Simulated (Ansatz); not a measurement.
An Ansatz (an electronic-structure program) run. Input:

Ansatz 0.2 input:
```yaml
crystal:
  lattice:
    - [3.2666836888, 0.0, 0.0]
    - [0.0, 3.2666836888, 0.0]
    - [0.0, 0.0, 3.2666836888]
  atoms:
    - { symbol: Sc, position: [0.5, 0.5, 0.5] }
    - { symbol: Pd, position: [0.0, 0.0, 0.0] }
kpoints:
  mp_grid: { grid: [13, 13, 13] }
hamiltonian:
  xc: pbesol
  pseudopotentials: { kind: paw }
scf:
  occupations: { method: fermi_dirac, width: 0.1 }
phonons:
  method: dfpt
  response_accuracy: low
  eigenvectors: true
  rigid_motions: translations
```

Output (shortened):

```
Pseudopotential: Sc, paw, valence charge 11
Pseudopotential: Pd, paw, valence charge 18
Functional definition: PBEsol
Crystal: 2 atoms, lattice volume = 34.860 Å³
Basis set: ecut = 420 eV, 691 PW (Γ), exchange–correlation on 48×48×48 points (8 copies of the dense FFT grid, shifted against one another)
Bands: 19, of which v1, the nominal top of the filled ones, is band 15 counted from 1 (14 counted from 0)
Symmetry: 48 space group operations
k-points: 196 of 2197 (irreducible under 8 space group operations, time reversal used)
SCF iter   1: F=—  HF=-9019.841933 eV  |F-HF|=—  |Δ(HF+E_count)|=         —  Δρ=1.03e-2  dr2=4.23e-2  ethr=1.77e-3  ⟨swp⟩=4.7  Hψ=15190  notcnv=0
preconditioner: auto → none
SCF iter   2: F=—  HF=-9019.835798 eV  |F-HF|=—  |Δ(HF+E_count)|=   6.14e-3  Δρ=4.61e-3  dr2=9.46e-3  ethr=1.46e-4  ⟨swp⟩=1.1  Hψ=5308  notcnv=0
SCF iter   3: F=—  HF=-9019.834082 eV  |F-HF|=—  |Δ(HF+E_count)|=   1.72e-3  Δρ=6.28e-4  dr2=1.95e-4  ethr=3.26e-5  ⟨swp⟩=2.0  Hψ=4482  notcnv=0
SCF iter   4: F=—  HF=-9019.834067 eV  |F-HF|=—  |Δ(HF+E_count)|=   1.57e-5  Δρ=6.90e-5  dr2=1.04e-6  ethr=6.71e-7  ⟨swp⟩=2.1  Hψ=4758  notcnv=0
SCF iter   5: F=—  HF=-9019.834066 eV  |F-HF|=—  |Δ(HF+E_count)|=   4.73e-7  Δρ=1.11e-5  dr2=3.51e-8  ethr=3.59e-9  ⟨swp⟩=2.0  Hψ=4968  notcnv=0
SCF iter   6: F=—  HF=-9019.834066 eV  |F-HF|=—  |Δ(HF+E_count)|=   3.63e-9  Δρ=1.52e-6  dr2=6.48e-10  ethr=1.21e-10  ⟨swp⟩=2.0  Hψ=5909  notcnv=0
SCF iter   7: F=-9019.834066 eV  HF=-9019.834066 eV  |F-HF|=3.64e-12  |Δ(HF+E_count)|=  7.46e-11  Δρ=8.45e-8  dr2=2.09e-12  ethr=1.00e-12  ⟨swp⟩=4.2  Hψ=16877  notcnv=0
SCF 1 converged in 7 iterations: F = -9019.834066 eV  dr2 = 2.09e-12
DFPT response loops at Γ: preconditioner auto → Kerker (q_TF=auto, 2.646 Å⁻¹) (partly filled bands, converged f_vac=0.000) …
SCF converged after 7 iterations
Free energy (F): -9019.834066 eV
Harris-Foulkes:  -9019.834066 eV  (|F-HF|=3.64e-12)
Internal energy: -9019.784410 eV  (E = F + TS)
E sigma→0 (E₀):  -9019.809238 eV
Entropy (-TS):   -0.049656 eV (-24.828 meV/atom)
Fermi energy:    15.684188 eV
--- Per-component energies (eV) ---
  E_band       = -331.729057
  E_kinetic    = 776.991815
  E_local      = -2829.597264  (includes V_loc(G=0)·N_el)
  E_nonlocal   = 300.201336
  E_hartree    = 1103.944861
  E_xc         = -272.834216
  E_vxc        = -342.103277  (∫ρ·V_xc dr)
  E_paw        = -4616.216097  (= ΣΔE_a)
  E_vpaw       = -445.111684  (= ΣTr[D̂ρ^β])
  E_aug_tail   = 0.000210  (compensation charges beyond the density's cutoff)
  E_ewald      = -3482.706605
  E_core_change = 0.431549  (= ΣΔE_core)
  E_smearing   = -0.049656  (= −TS)
  E_closure    = 0.000000  (closes the sum)
  Σ components = -9019.834066   (vs F -9019.834066, Δ=0.00e0)
  [band-id]    e_kinetic+e_local+e_nonlocal+2·e_hartree+e_vxc+e_vpaw+e_augmentation_tail = -331.729141   (vs E_band -331.729057, Δ=-8.41e-5)
--- Band table (eV; the first three rows and the last of 196) ---
  k-point 0: bands = ["-69.2715", "-35.0008", "-35.0008", "-35.0008", "-33.9331", "-12.5470", "-12.5470", "-12.5470", "8.7734", "10.8413", "10.8413", "12.7319", "12.7319", "12.7319", "16.8359", "16.8359", "18.9963", "18.9963", "18.9963"]
  k-point 1: bands = ["-69.2714", "-35.0037", "-35.0006", "-35.0006", "-33.9307", "-12.5609", "-12.5463", "-12.5463", "8.8773", "10.8760", "10.8995", "12.7138", "12.7138", "12.7470", "16.7754", "16.8519", "18.8107", "18.8107", "18.9675"]
  k-point 2: bands = ["-69.2712", "-35.0117", "-35.0002", "-35.0002", "-33.9240", "-12.5992", "-12.5442", "-12.5442", "9.1806", "10.9754", "11.0658", "12.6647", "12.6647", "12.7896", "16.6042", "16.8693", "18.3809", "18.3809", "18.8873"]
  k-point 195: bands = ["-69.2670", "-35.0261", "-35.0260", "-35.0260", "-33.8723", "-12.7264", "-12.7264", "-12.7260", "11.5610", "11.5971", "11.5971", "13.5277", "13.5277", "14.3986", "14.6504", "14.6504", "19.3257", "19.3257", "21.4842"]
--- Phonons (Γ-DFPT): 2 representative perturbations + reference, on 196 of 2197 k-points (Σ response iterations 6) ---
  ASR residual: 6.176e-4 → 0.000e0 eV/Å²; symmetrization residual: 1.590e-4 eV/Å²
  ASR residual per site (eV/Å²): 6.18e-4 5.15e-4
  Γ frequencies (cm⁻¹): 0.00 0.00 0.00 167.84 167.84 167.84
  non-analytic LO–TO correction: not included (Born effective charges unavailable; polar crystals: no LO–TO splitting at Γ)
```

Cost: roughly 30 core-seconds on shared cores.

Space group Pm-3m (CsCl type). The workflow started from a Materials Project entry (that database holds measured and hypothetical structures alike); the Crystallography Open Database files this formula in space group No. 221, but the cells were not matched. Whether it is the stable phase at ambient conditions was not checked. The PBEsol relaxation kept the symmetry of its start; of distortions, only those at the zone centre were tested. No spin polarisation was allowed. As this level gives no gap, phonon frequencies hold no LO–TO term and depend on the k-mesh and smearing (Fermi–Dirac, 0.1 eV here). Spin–orbit coupling is left out wherever it is not named.

Potentials: the later of the program's two PAW sets.

Ansatz is a plane-wave DFT program.
